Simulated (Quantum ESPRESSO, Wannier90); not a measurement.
# Ag (fcc (Cu type)): Wannier90 run

```xyz
1
Lattice="0.0000 2.0522 2.0522 2.0522 0.0000 2.0522 2.0522 2.0522 0.0000" Properties=species:S:1:pos:R:3 pbc="T T T"
Ag     0.0000     0.0000     0.0000
```

Structure: Materials Project mp-124, symmetrised, not relaxed again. This is the element's usual structure. Method: LDA plane waves in Quantum ESPRESSO 7.5 (PseudoDojo norm-conserving files, 69 Ry, no spin polarisation, no spin-orbit coupling), Bloch states on a 10×10×10 mesh through Γ, Wannier90 4.0.1. Density: 18×18×18 mesh, cold smearing 0.01 Ry.

Energies are relative to the Fermi level.

**Bands.** No gap over 0.05 eV opens at the Fermi level at this level of theory. 2 filled groups are cut off by gaps; the highest, bands 2–4, spans -55.29 to -55.13 eV and is Ag 4p 100 %.

**Model.** 9 functions (Ag spd) from bands 5-21, frozen to 1.50 eV, reach Ω_I = 6.76 Å² and follow pw.x to 7.8 meV rms (states up to 1.0 eV relative to the Fermi level).

**Frozen window.** Edge, Ω_I and misfit go 1.0 eV, 6.75 Å², 8.3 meV; 1.5 eV, 6.76 Å², 7.8 meV; 3.5 eV, 6.85 Å², 1.9 meV; 5.5 eV, 7.00 Å², 1.6 meV. Ω_I never falls as the edge rises, since each frozen state takes freedom from the choice of the smoothest subspace.

**No window.** Without a frozen window Ω_I drops to 6.45 Å² while the misfit grows to 459 meV: a small spread is no proof of good bands.

**Outer window.** The setting "only the lowest 11 of the kept bands" raises Ω_I to 10.19 Å², as fewer states are left to mix in, and the misfit goes to 6.8 meV.

**Stops.** With the outer window to 18.67 eV the program stops (Energy window contains fewer states than number of target WFs).
